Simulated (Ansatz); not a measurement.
According to DFT-r²SCAN in the program Ansatz with PAW potentials, MgAl$_{3}$N$_{3}$O in the monoclinic phase (Pm; Pearson symbol mP8) relaxes to a = 5.040 Å, b = 3.147 Å, c = 5.482 Å, β = 90.1°. Mg has 4 nearest neighbours from 1.96 Å (tetrahedral); Al on 1b has 4 nearest neighbours from 1.79 Å (tetrahedral); O has 4 nearest neighbours from 1.94 Å (tetrahedral); N on 1b has 4 nearest neighbours from 1.79 Å (tetrahedral). Against the elements it lies at -1.74 eV/atom, with no fitted shifts.

The Kohn–Sham gap is 2.48 eV (direct). The valence maximum lies at Γ and the conduction minimum at Γ. HSE06 on the same cell gives 3.22 eV. Electrons at the band edge weigh 0.29, 0.31, 0.33 mₑ (principal values). The hole mass is 0.39, 7.5, 22 mₑ (principal values).

An equation-of-state fit gives a bulk modulus of 1720 kbar. Bader charges are Mg +1.70, Al +2.49, O -1.78, N -2.48 to -2.44 e.

The start of the workflow was typed in or built on a structure type; neither database checked (COD, Materials Project) lists it. Whether it is the stable phase at ambient conditions was not checked. The cell was relaxed with r²SCAN under the symmetry of its start; its stability against distortions is not shown here. The references are the lowest solids computed at this level, not always the standard phases (solids in place of the gases).

Potentials: the earlier of the program's two PAW sets. The files were generated under PBE; for other functionals the program regenerates the frozen cores, and for LDA and PBEsol the local potential too.
